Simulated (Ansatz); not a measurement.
A geometry of Ti3Al away from equilibrium: the start of the relaxation of a generated trial cell of Ti3Al in the AFLOW prototype AB3_hR8_148_c_f (D0_5, as in BiI3). These are r2SCAN (plane waves to 500 eV, PAW, scalar-relativistic; Ansatz, a quantum-chemistry and plane-wave program) values and carry that method's errors. Γ-centred k-mesh 7×7×7 on the run's cell (coarser than for final values), Fermi–Dirac smearing 0.05 eV.

```xyz
8
Lattice="2.8160 1.6258 5.1795 -2.8160 1.6258 5.1795 0.0000 -3.2516 5.1795" Properties=species:S:1:pos:R:3 pbc="T T T"
Al     0.0000     0.0000     5.1794
Al     0.0000     0.0000    10.3590
Ti    -1.8782     0.0016     6.5469
Ti     0.9377    -1.6274     6.5469
Ti     0.9405     1.6258     6.5469
Ti     1.8782    -0.0016     8.9916
Ti    -0.9377     1.6274     8.9916
Ti    -0.9405    -1.6258     8.9916
```

What forces act on the atoms (eV/Å)?


```tsv
atom	Fx	Fy	Fz
Al1	0.00	0.00	0.00
Al2	0.00	0.00	0.00
Ti3	-1.22	2.07	3.15
Ti4	-1.18	-2.09	3.15
Ti5	2.40	0.02	3.15
Ti6	1.22	-2.07	-3.15
Ti7	1.18	2.09	-3.15
Ti8	-2.40	-0.02	-3.15
```

What is the pressure?

+13.0 GPa, compression positive.

No spin polarisation in the result.

The run could not lose the symmetry of its start, so the end can be a saddle point.

The end of the path is a generated cell of Ti3Al: the first start was made by placing the elements on the sites of a structure type, and the end was not matched to a known phase here, so it may be hypothetical. Known forms of Ti3Al include space group No. 194.
